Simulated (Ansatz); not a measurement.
Consider the following.

Zr:
```
CELL_PARAMETERS angstrom
      3.24649     0.00000     0.00000
     -1.62325     2.81155     0.00000
      0.00000     0.00000     5.15208
ATOMIC_POSITIONS crystal
  Zr 0.33333 0.66667 0.25000
  Zr 0.66667 0.33333 0.75000
```

This is the r²SCAN-relaxed structure.

Question: All from r²SCAN (plane waves, PAW; program Ansatz), unless another level is named. Predict the density of states at the Fermi level.

Answer: 0.71 states/eV per atom (mean over ±0.08 eV).

Question: Next, the gap with spin–orbit coupling?

Answer: none (metallic).

Space group P6_3/mmc (hcp (Mg type)). The r²SCAN relaxation kept the symmetry of its start; of distortions, only those at the zone centre were tested. The run is not spin-polarised. Scalar-relativistic: spin–orbit coupling is off unless named, which matters more the heavier the elements.

Potentials: the earlier of the program's two PAW sets.
